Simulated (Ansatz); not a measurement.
# LiInAu: reading a single point

```
Li In Au
1.0
     3.56272    6.17081    0.00000
    -3.56272    6.17081    0.00000
     0.00000    0.00000    3.61742
Li In Au
3 3 3
Direct
  0.58500 0.41500 0.50000
  0.41500 0.00000 0.50000
  0.00000 0.58500 0.50000
  0.24500 0.75500 0.00000
  0.75500 0.00000 0.00000
  0.00000 0.24500 0.00000
  0.00000 0.00000 0.50000
  0.33330 0.33340 0.00000
  0.66670 0.66660 0.00000
```

Method: r2SCAN, no spin polarisation; PAW, plane waves to 500 eV, 6×6×9 Γ-centred mesh, fermi-dirac occupations (width 0.129 eV) (Ansatz 0.2.0), atoms fixed.

Q: Where is the largest force?

A: The largest is on In4 (and as large on other atoms): 3.80 eV/Å, components (3.80, 0.00, 0.00). It makes 134° with the line to a nearest neighbour, Au7 at 2.51 Å.

Q: What does the stress say?

A: The pressure is 14.9 GPa (compression positive), so with the atoms held at these fractions the cell would first expand; the forces are large, so a full relaxation may end otherwise. The principal stresses 12.9, 12.9, 18.8 GPa differ, so its shape would change too.

Q: Is there a gap?

A: It is a metal, with about 1.9 states/eV a cell as the mean within 0.25 eV of the Fermi level, mostly In p (58 %) and In s (12 %).

Q: Describe some of the short contacts.

A: In–Au at 2.51 Å: least valence density 0.50 e/Å³ and ELF 0.27 there. Li–Au at 2.81 Å: least valence density 0.08 e/Å³ and ELF 0.04 there. Li–In at 3.02 Å: least valence density 0.06 e/Å³ and ELF 0.05 there. These are pseudo-fields; inside the PAW spheres they differ from the all-electron ones.

Origin: a known structure type with other elements, at an estimated volume, so it need not be a known compound. Caveats: atoms or cell far from equilibrium.
